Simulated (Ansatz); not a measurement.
Ni:
```yaml
crystal:
  lattice:
    - [0.00000, 1.73898, 1.73898]
    - [1.73898, 0.00000, 1.73898]
    - [1.73898, 1.73898, 0.00000]
  atoms:
    - { symbol: Ni, position: [0.00000, 0.00000, 0.00000] }
```
The run is spin-polarised; directions of the spins, atom by atom: ↑.

Relaxed with r²SCAN.

Question: Map the electron localisation function on the plane through (0.000, 0.000, 0.000) spanned by u = [1, 1, 0] and v = [1, -1, 0] in lattice vectors, from r²SCAN (plane waves, PAW; program Ansatz).

Answer: x is the fraction of u, y of v (the angle between them is 90°; rows are the nearest grid lines); atoms in the plane: Ni at (0.00, 0.00), Ni at (0.50, 0.50).
```
y \ x   0.000  0.0952  0.190  0.286  0.381  0.476  0.524  0.619  0.714  0.810  0.905   1.00
------  -----  ------  -----  -----  -----  -----  -----  -----  -----  -----  -----  -----
1.00    0.725   0.440  0.192  0.267  0.296  0.252  0.252  0.296  0.267  0.192  0.440  0.725
0.938   0.669   0.415  0.189  0.270  0.253  0.209  0.209  0.253  0.270  0.189  0.415  0.669
0.875   0.534   0.355  0.182  0.268  0.187  0.177  0.177  0.187  0.268  0.182  0.355  0.534
0.750   0.285   0.220  0.187  0.218  0.198  0.280  0.280  0.198  0.218  0.187  0.220  0.285
0.688   0.210   0.177  0.221  0.191  0.246  0.383  0.383  0.246  0.191  0.221  0.177  0.210
0.625   0.178   0.177  0.267  0.177  0.298  0.518  0.518  0.298  0.177  0.267  0.177  0.178
0.562   0.208   0.233  0.299  0.172  0.340  0.646  0.646  0.340  0.172  0.299  0.233  0.208
0.438   0.208   0.233  0.299  0.172  0.340  0.646  0.646  0.340  0.172  0.299  0.233  0.208
0.375   0.178   0.177  0.267  0.177  0.298  0.518  0.518  0.298  0.177  0.267  0.177  0.178
0.312   0.210   0.177  0.221  0.191  0.246  0.383  0.383  0.246  0.191  0.221  0.177  0.210
0.250   0.285   0.220  0.187  0.218  0.198  0.280  0.280  0.198  0.218  0.187  0.220  0.285
0.125   0.534   0.355  0.182  0.268  0.187  0.177  0.177  0.187  0.268  0.182  0.355  0.534
0.0625  0.669   0.415  0.189  0.270  0.253  0.209  0.209  0.253  0.270  0.189  0.415  0.669
0.000   0.725   0.440  0.192  0.267  0.296  0.252  0.252  0.296  0.267  0.192  0.440  0.725
```

The density is the valence pseudo-density with augmentation charge, so density and ELF within about 1 Å of a nucleus are not all-electron values.

Space group Fm-3m (fcc (Cu type)). The r²SCAN relaxation kept the symmetry of its start. Spin order of the final state: ferromagnetic, chosen from 4 collinear starts compared on coarse meshes (ties went to the first, and starts can fall back to one state), not a proven ground state. Textbook magnetic order: ferromagnetic. Other orbital occupations within this spin state were not tried.

Potentials: the later of the program's two PAW sets.
